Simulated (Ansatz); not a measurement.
A relaxed structure of TiO2. Method: PBEsol (plane waves to 420 eV, PAW, scalar-relativistic; Ansatz, a first-principles code).

```cif
data_O4Ti2
_chemical_formula_sum 'Ti2 O4'
_space_group_name_H-M_alt 'P 1'
_space_group_IT_number 1
_cell_length_a 5.89418
_cell_length_b 5.89418
_cell_length_c 5.89418
_cell_angle_alpha 60.000
_cell_angle_beta 60.000
_cell_angle_gamma 60.000
loop_
_space_group_symop_operation_xyz
  'x, y, z'
loop_
_atom_site_label
_atom_site_type_symbol
_atom_site_fract_x
_atom_site_fract_y
_atom_site_fract_z
_atom_site_occupancy
Ti1 Ti 0.25000 0.25000 0.25000 1
Ti2 Ti 0.00000 0.00000 0.00000 1
O1 O 0.12500 0.62500 0.12500 1
O2 O 0.62500 0.12500 0.12500 1
O3 O 0.12500 0.12500 0.62500 1
O4 O 0.12500 0.12500 0.12500 1
```

### Question
Determine the symmetry and give the standard cell with its independent sites.

### Answer
Space group Fd-3m, origin choice 1 (No. 227); a = b = c = 8.336 Å, α = β = γ = 90.00°

```csv
atom,site,symmetry,x,y,z
Ti,8b,-43m,0.5000,0.5000,0.5000
O,16d,.-3m,0.6250,0.6250,0.6250
```

This is the AFLOW prototype A2B_cF24_227_c_a (C9, as in SiO2).

### Question
Give the shortest distances between elements (the closest pairs, up to four, under 3.6 Å).

### Answer
O–Ti 1.80 Å; O–O 2.95 Å.

| Property | Result |
|---|---|
| Volume per atom | 24.13 Å³ |
| Band gap | 3.33 eV, direct (no spin-orbit coupling) |

No spin polarisation in the result.

The run could not lose the symmetry of its start.

The first start was generated by placing the elements on the sites of a structure type. Materials Project lists a structure of TiO2 in the same space group, Fd-3m (No. 227); the sites were not compared with it, nor with measured phases. Known forms of TiO2 include space group No. 61, 136, 141.
